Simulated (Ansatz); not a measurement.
Given:

AgAu3:
```cif
data_AgAu3
_chemical_formula_sum 'Ag1 Au3'
_space_group_name_H-M_alt 'Pm-3m'
_space_group_IT_number 221
_space_group_name_Hall '-P 4 2 3'
_cell_length_a 4.07277
_cell_length_b 4.07277
_cell_length_c 4.07277
_cell_angle_alpha 90.000
_cell_angle_beta 90.000
_cell_angle_gamma 90.000
loop_
_atom_site_label
_atom_site_type_symbol
_atom_site_symmetry_multiplicity
_atom_site_Wyckoff_symbol
_atom_site_fract_x
_atom_site_fract_y
_atom_site_fract_z
_atom_site_occupancy
Ag1 Ag 1 b 0.50000 0.50000 0.50000 1
Au1 Au 3 d 0.00000 0.00000 0.50000 1
```

This is the PBEsol-relaxed structure.

All from PBEsol (plane waves, PAW; program Ansatz), unless another level is named. Estimate the Debye temperature from the elastic constants.

170 K.

Predict the elastic constants (relaxed ions, GPa).

C11 = 181, C12 = 149, C44 = 41.2.

The first step of the workflow began from a Materials Project structure, measured or hypothetical; the Crystallography Open Database copy checked does not list it. Its standing as an ambient phase is unchecked. The PBEsol relaxation kept the symmetry of its start; its stability against distortions is not shown here. No spin polarisation was allowed. As this level gives no gap, shear constants depend on the k-mesh and smearing (Fermi–Dirac, 0.1 eV here). Scalar-relativistic: spin–orbit coupling is off unless named, which matters more the heavier the elements.

Potentials: the later of the program's two PAW sets.
